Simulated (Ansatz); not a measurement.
A: Sc3TlB (anti-perovskite), a = b = c = 4.6327 Å, α = β = γ = 90.00°
B: ZnCu (CsCl type), a = b = c = 2.908 Å, α = β = γ = 90.00°
C: LiZn (space group Fd-3m), a = b = c = 6.055 Å, α = β = γ = 90.00°

Scan: energy against volume (even scaling of the relaxed cell, symmetry kept). One method and one kind of scan serve all of them; meshes and ranges differ. All were relaxed with their symmetry unable to fall. Sc3TlB is run without spin polarisation. Spin-orbit coupling is left out. ZnCu is run without spin polarisation.

Question: Order them by bulk modulus (fitted) (lowest first) at the level PBEsol (plane waves to 420 eV, PAW, scalar-relativistic; Ansatz, a quantum-chemistry and plane-wave program).

Answer: C (48.1 GPa), A (82.3 GPa), B (137 GPa)

(A scan under strain: stresses follow from slopes of the energy per volume, elastic moduli from its curvatures.)
